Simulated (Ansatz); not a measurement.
Consider the following.

Ag (hcp, Mg type)

```
Ag
1.0
    2.90274     0.00000     0.00000
   -1.45137     2.51384     0.00000
    0.00000     0.00000     4.75012
Ag
2
Direct
  0.33333   0.66667   0.25000
  0.66667   0.33333   0.75000
```

The volume is varied about the relaxed value V₀ at fixed cell shape. Symmetry pins the atoms to their sites.

Computed with r2SCAN (plane waves to 500 eV, PAW, scalar-relativistic; Ansatz, a first-principles code). k mesh 18×18×10 (Γ-centred), Fermi-Dirac smearing 0.05 eV. Energies are smeared free energies. Stress and pressure are positive under compression. With the shape held, the modulus is that of even scaling; a crystal free to change shape is softer. Ag was relaxed with its symmetry unable to fall. This is one of several known forms of Ag; the measured ambient cells at hand have space group No. 225. ΔE is measured from the relaxed starting cell.

The scan covers V/V₀ from 0.900 to 1.100 in 11 points.

Problem. What is the fitted pressure derivative B₀′?

Solution. 5.7.

Problem. What bulk modulus at fixed cell shape B₀ follows from a third-order Birch-Murnaghan fit?

Solution. 102 GPa.

(Under strain, the slope of the energy per volume gives the stress and its curvature an elastic modulus.)
